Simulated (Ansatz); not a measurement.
Relaxed Zn (hcp, Mg type):

```xyz
4
Lattice="5.2934 0.0000 0.0000 -1.3234 2.2921 0.0000 0.0000 0.0000 4.6781" Properties=species:S:1:pos:R:3 pbc="T T T"
Zn     0.0000     1.5281     3.5086
Zn     2.6467     1.5281     3.5086
Zn     1.3234     0.7640     1.1695
Zn     3.9701     0.7640     1.1695
```

A phonon eigenvector at M = (0.5, 0.0, 0.0) is frozen into this cell: atom i moves by Q times the vector below, so Q is the largest atomic displacement, in Å. The cell is held. (q is in reciprocal vectors of the primitive cell; the cell shown is doubled to hold the pattern.)

| atom | x | y | z |
|---|---|---|---|
| Zn1 | 0.866 | 0.500 | 0.000 |
| Zn2 | -0.866 | -0.500 | 0.000 |
| Zn3 | 0.866 | 0.500 | 0.000 |
| Zn4 | -0.866 | -0.500 | 0.000 |

These are r2SCAN (plane waves to 500 eV, PAW, scalar-relativistic; Ansatz, a quantum-chemistry and plane-wave program) values and carry that method's errors. k mesh 10×20×10 (Γ-centred), Fermi-Dirac smearing 0.05 eV. E stands for the smeared free energy. With partly filled bands, energies and forces of such displacements shift with the k mesh and the smearing. The PAW data are Ansatz's earlier set. Zn was relaxed with its symmetry unable to fall. ΔE is measured from the undisplaced structure. The last digit holds for this mesh only.

```json
[
 {"Q (Å)": "-0.180", "ΔE (meV/cell)": "786.8"},
 {"Q (Å)": "-0.150", "ΔE (meV/cell)": "532.2"},
 {"Q (Å)": "-0.120", "ΔE (meV/cell)": "withheld"},
 {"Q (Å)": "-0.090", "ΔE (meV/cell)": "184.5"},
 {"Q (Å)": "-0.060", "ΔE (meV/cell)": "81.2"},
 {"Q (Å)": "-0.030", "ΔE (meV/cell)": "20.2"},
 {"Q (Å)": "0.000", "ΔE (meV/cell)": "0.0"},
 {"Q (Å)": "0.030", "ΔE (meV/cell)": "20.2"},
 {"Q (Å)": "0.060", "ΔE (meV/cell)": "81.2"},
 {"Q (Å)": "0.090", "ΔE (meV/cell)": "184.5"},
 {"Q (Å)": "0.120", "ΔE (meV/cell)": "withheld"},
 {"Q (Å)": "0.150", "ΔE (meV/cell)": "532.2"},
 {"Q (Å)": "0.180", "ΔE (meV/cell)": "786.8"}
]
```

Problem. Fit an even polynomial form (powers 2, 4, 6) to the given rows and predict ΔE at Q = -0.120.

Solution. Least squares on the 11 given rows: ΔE = (22330)·Q² + (55430)·Q⁴ + (152300)·Q⁶, in meV/cell with Q in Å; root-mean-square residual 0.06 meV/cell. At -0.120 the fit gives 333.5 meV/cell; the calculation gives 333.4 meV/cell, so the interpolation is off by 0.1 (+0.0 %). The quadratic term alone would give 321.6 meV/cell.

(For displaced atoms, the force is minus the slope of the energy, and its curvature is a force constant, which sets phonon frequencies.)
